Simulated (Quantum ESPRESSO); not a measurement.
## MgZnAlO3F (convergence and cost over cutoff and k mesh)

Simulated, not a measurement. The program is pw.x of Quantum ESPRESSO 7.5 (plane-wave density functional theory). The cell is made up: 7 atoms on a wurtzite lattice with one site empty, with randomly drawn elements, strain and displacements, not relaxed. PseudoDojo standard norm-conserving files (v0.5 for PBE, v0.4.1 for LDA and PBEsol) set the functional; there is no spin polarisation, spin-orbit coupling or dispersion term, and the masses in the input are unused placeholders.

Input of the run in row 2:

```
&control calculation='scf', pseudo_dir='./dojo.nc.sr.pbe.v0_5.standard.upf', outdir='./o', disk_io='medium', tprnfor=.true., tstress=.true. /
&system ibrav=0, nat=7, ntyp=5, nbnd=35, ecutwfc=84.00895049, nosym=.true., tot_charge=0,
 occupations='smearing', smearing='fd', degauss=0.0018374661
/
&electrons conv_thr=7.350e-09, electron_maxstep=60, /
ATOMIC_SPECIES
Al 1.0 Al.upf
F 1.0 F.upf
Mg 1.0 Mg.upf
O 1.0 O.upf
Zn 1.0 Zn.upf
CELL_PARAMETERS angstrom
3.0957 0.0 0.0
0.0 5.3618 0.0
0.0 0.0 5.0552
ATOMIC_POSITIONS angstrom
Mg -0.0487 -0.0095 -0.0115
Zn 1.5449 2.757 -0.0191
Al 1.5222 0.8841 2.5111
O -0.0093 -0.0243 1.9161
F 1.5259 2.669 1.913
O 1.5256 0.8667 4.4114
O 0.0151 3.5755 4.4524
K_POINTS automatic
6 4 4 1 1 1
```

The same cell was run at these settings. Meshes are shifted by half a step, and differences are from the last row, which is itself not exact.

| cutoff (eV) | k mesh | k points solved | threshold (eV) | free energy less the last row's (eV) | pressure (GPa) | largest stress difference (GPa) | largest force difference (eV/Å) | iterations | wall time (s) | k-point pools | processor |
| --- | --- | --- | --- | --- | --- | --- | --- | --- | --- | --- | --- |
| 800 | 2 x 2 x 2 | 4 | 1e-04 | 2.270 | -38.04 | 45.07 | 0.139 | 8 | 23 | 1 | AMD EPYC, Zen 5 class |
| 1143 | 6 x 4 x 4 | 48 | 1e-07 | 0.002 | 4.88 | 0.03 | 0.002 | 12 | 308 | 1 | AMD EPYC, Zen 5 class |
| 1437 | 8 x 6 x 6 | 144 | 1e-07 | 0.000 | 4.90 | 0.00 | 0.000 | 12 | 1287 | 1 | AMD EPYC, Zen 5 class |

Each pool is one process. Wall times include start-up and a band step at six k points, which weighs most on the coarsest meshes. The runs were on shared virtual cores whose load varied, so times are rough.